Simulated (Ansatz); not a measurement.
Question: Monolayer Bi2Se3 (quintuple layer, P-3m1 in the vacuum cell, 5 atoms) is relaxed with the program Ansatz at the LDA level (PAW). What in-plane lattice and thickness result?

Answer: a = 4.078 Å; 6.93 Å between the outermost nuclei.

Band gap: 0.79 eV (indirect). Valence-band maximum: off the standard path, at k = (-0.068, 0.250, 0.000). Conduction-band minimum: at Γ. Ionisation potential (Kohn–Sham): 6.09 eV. Electron affinity (Kohn–Sham): 5.30 eV. Electron effective mass, in the valley at Γ: 0.10 mₑ. Hole effective mass, in the valley off the standard path, at k = (-0.068, 0.250, 0.000): 0.73 along x, 0.63 along y (mₑ).

A layer that has been made, often on a substrate. The cell was relaxed with LDA under the symmetry of its start; its stability against distortions is not shown here. Scalar-relativistic: spin–orbit coupling is off unless named, which matters more the heavier the elements.

Potentials: the later of the program's two PAW sets.
